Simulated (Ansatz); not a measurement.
**Ti2O (P-3m1), symmetry broken, then relaxed**

Theory: DFT r2SCAN, scalar-relativistic, plane waves, PAW (Ansatz 0.2.0). Cutoff 500 eV, Γ-centred 12×12×8 k-points, Gaussian smearing of 0.15 eV. No spin polarisation. Energies are free energies at this smearing, counted from the undisturbed cell; pressure is positive in compression.

The starting cell (relaxed at this level; it needn't be the usual structure):

```xyz
3
Lattice="2.9514 0.0000 0.0000 -1.4757 2.5560 0.0000 0.0000 0.0000 4.8140" Properties=species:S:1:pos:R:3 pbc="T T T"
Ti    1.4757    0.8520    1.2944
Ti    0.0000    1.7040    3.5196
O     0.0000    0.0000    0.0000
```

The atoms are displaced (Å, in the unstrained cell):

| atom | ux | uy | uz |
| --- | --- | --- | --- |
| Ti1 | 0.010 | -0.021 | -0.002 |
| Ti2 | 0.017 | 0.022 | 0.004 |
| O3 | -0.028 | -0.001 | -0.002 |

The cell is strained by (0.0015, -0.0001, -0.0108, 0.0069, 0.0015, 0.0765) (xx, yy, zz, yz, xz, xy; engineering shear). The atoms are then relaxed in that fixed cell.

Q: How much of the energy do the atoms recover?

A: The disturbance cost 35.8 meV/atom, and 31.1 meV/atom remain in the strained cell. The final space group reads P-1 (tolerance 0.05 Å).

Final structure:

```xyz
3
Lattice="2.9560 0.1129 0.0022 -1.3802 2.4993 0.0078 0.0036 0.0167 4.7622" Properties=species:S:1:pos:R:3 pbc="T T T"
Ti    1.5373    0.9170    1.2879
Ti    0.0421    1.7119    3.4842
O     1.5793    2.6289    4.7722
```

The relaxation, step by step (energy from the first step):

```
step  ΔE (meV/atom) largest force component (eV/Å) pressure (GPa)
   1            0.0                           0.387             n/a
   2           -2.4                           0.252             n/a
   3           -4.7                           0.014             n/a
   4           -4.7                           0.011             n/a
   5           -4.8                           0.001             n/a
```